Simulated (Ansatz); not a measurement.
Given:

ReC:
```cif
data_CRe
_chemical_formula_sum 'Re1 C1'
_space_group_name_H-M_alt 'P 1'
_space_group_IT_number 1
_cell_length_a 3.27896
_cell_length_b 3.27896
_cell_length_c 3.27896
_cell_angle_alpha 60.000
_cell_angle_beta 60.000
_cell_angle_gamma 60.000
loop_
_space_group_symop_operation_xyz
  'x, y, z'
loop_
_atom_site_label
_atom_site_type_symbol
_atom_site_fract_x
_atom_site_fract_y
_atom_site_fract_z
_atom_site_occupancy
Re1 Re 0.00000 0.00000 0.00000 1
C1 C 0.25000 0.25000 0.25000 1
```

This is the PBE-relaxed structure.

Q: All from PBE in the plane-wave PAW code Ansatz, unless another level is named. Give the electronic character.

A: metallic (no gap).

Q: Predict the formation energy from the elements (no fitted shifts).

A: 0.73 eV/atom.

Q: Next, the density of states at the Fermi level?

A: 1.2 states/eV per atom (mean over ±0.08 eV).

Q: Next, the gap with spin–orbit coupling?

A: none (metallic).

Space group F-43m (zinc blende). The start of the workflow was typed in or built on a structure type; neither database checked (COD, Materials Project) lists it. Its standing as an ambient phase is unchecked. Symmetry was held in the PBE relaxation; whether a distortion lowers the energy is not shown. The run is not spin-polarised. Its formation energy is positive at this level, so the cell may be metastable or incomplete. The references are the lowest solids computed at this level, not always the standard phases. Scalar-relativistic: spin–orbit coupling is off unless named, which matters more the heavier the elements.

Potentials: the earlier of the program's two PAW sets.
